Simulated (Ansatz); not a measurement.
Relaxation of a generated cell, VSi2 built in the Al2Cu structure type; 6 atoms in the cell, which starts as I4/mcm (No. 140), tI12; a = b = 6.2153 Å, c = 5.0011 Å, α = β = γ = 90.00°. Computed with r2SCAN (plane waves to 500 eV, PAW, scalar-relativistic; Ansatz, an electronic-structure program). Γ-centred k-mesh 6×6×6 on the run's cell (coarser than for final values), Fermi–Dirac smearing 0.05 eV. This is the first round of the run. Spin-polarised start, with parallel moments on V.

The optimiser's lines from the output (shortened; P is positive under compression):

```
relax step   1: F+E_penalty+E_count = -8390.17445964 eV  Δ(F+E_penalty+E_count) = +0.000e0 eV  max|allowed force component| = 7.110e-2 eV/Å  Δτ_max = 0.0000 Å  P = -14.741 GPa  Ω = 96.596 Å³  (23 SCF iters, dr2 threshold 1.00e-7 eV, accepted)
relax step   2: F+E_penalty+E_count = -8390.76646356 eV  Δ(F+E_penalty+E_count) = -5.920e-1 eV  max|allowed force component| = 5.728e-3 eV/Å  Δτ_max = 0.0245 Å  P = +2.297 GPa  Ω = 83.607 Å³  (15 SCF iters, dr2 threshold 6.00e-7 eV, accepted)
relax step   3: F+E_penalty+E_count = -8390.77872429 eV  Δ(F+E_penalty+E_count) = -1.226e-2 eV  max|allowed force component| = 2.794e-3 eV/Å  Δτ_max = 0.0028 Å  P = -0.545 GPa  Ω = 85.132 Å³  (15 SCF iters, dr2 threshold 6.00e-7 eV, accepted)
relax step   4: F+E_penalty+E_count = -8390.77933697 eV  Δ(F+E_penalty+E_count) = -6.127e-4 eV  max|allowed force component| = 2.901e-3 eV/Å  Δτ_max = 0.0012 Å  P = -0.009 GPa  Ω = 84.821 Å³  (11 SCF iters, dr2 threshold 6.00e-7 eV, accepted)
relax step   5: F+E_penalty+E_count = -8390.77770789 eV  Δ(F+E_penalty+E_count) = +1.629e-3 eV  max|allowed force component| = 2.865e-3 eV/Å  Δτ_max = 0.0000 Å  P = -0.014 GPa  Ω = 84.821 Å³  stress off target by 1.75e-2 GPa  SCF on the basis re-selected at this cell (its energy is not comparable with the rows above)  (15 SCF iters)
```

From the first to the last row the energy changes by -0.10 eV/atom and the volume by -12.2 %. The last row is marked as not comparable with the walk above it, whose basis was carried along; it does compare with step 1, since both stand on a basis selected at the nominal cutoff for their own cell.

Later rounds, restarted from the end of this one on a renewed k-mesh, logged 4 more steps and released under 0.01 eV/atom more. The final structure after all rounds: I4/mcm (No. 140), tI12, AFLOW prototype A2B_tI12_140_h_a (C16, as in Al2Cu); a = b = 5.9598 Å, c = 4.7768 Å, α = β = γ = 90.00°. Between re-selections the logged energies stand on a plane-wave basis carried along with the cell. No spin polarisation in the result: the starting moments vanished.

The run could not lose the symmetry of its start, so the end can be a saddle point.

The relaxed structure here is a generated cell of VSi2: the first start was made by placing the elements on the sites of a structure type, and the end was not matched to a known phase here, so it may be hypothetical.
